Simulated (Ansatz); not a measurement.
Data:

Starting cell, Cu (fcc, Cu type):

```yaml
crystal:
  lattice:
    - [0.00000, 3.62969, 3.62969]
    - [1.81485, 0.00000, 1.81485]
    - [1.81485, 1.81485, 0.00000]
  atoms:
    - { symbol: Cu, position: [0.00000, 0.00000, 0.00000] }
    - { symbol: Cu, position: [0.50000, 0.00000, 0.00000] }
```

The atoms are displaced by Q × the pattern below (from a DFPT mode at L = (0.5, 0.0, 0.0), largest move 1; Q in Å), at fixed cell. (q is in reciprocal vectors of the primitive cell; the cell shown is doubled to hold the pattern.)

```csv
atom,x,y,z
Cu1,-0.577,0.577,0.577
Cu2,0.577,-0.577,-0.577
```

The numbers are results of PBE (plane waves to 420 eV, PAW, scalar-relativistic; Ansatz, a program for electronic structure), not measurements. k mesh 11×22×22 (Γ-centred), Fermi-Dirac smearing 0.05 eV. E stands for the smeared free energy. With partly filled bands, energies and forces of such displacements shift with the k mesh and the smearing. Cu is run without spin polarisation. Cu was relaxed with its symmetry unable to fall. ΔE is measured from the undisplaced structure.

The scan covers Q from -0.280 to 0.280 Å in 13 points.

Is this a single well or a double well?

A single well with its minimum at or next to zero displacement.

Which space group does the distorted structure have?

R-3m (No. 166), lowered from Fm-3m.

What is the energy change at Q = 0.280 Å?

1386 meV/cell.

What harmonic wavenumber does the curvature at Q = 0 give?

242 cm⁻¹.

(For displaced atoms, the force is minus the slope of the energy, and its curvature is a force constant, which sets phonon frequencies.)
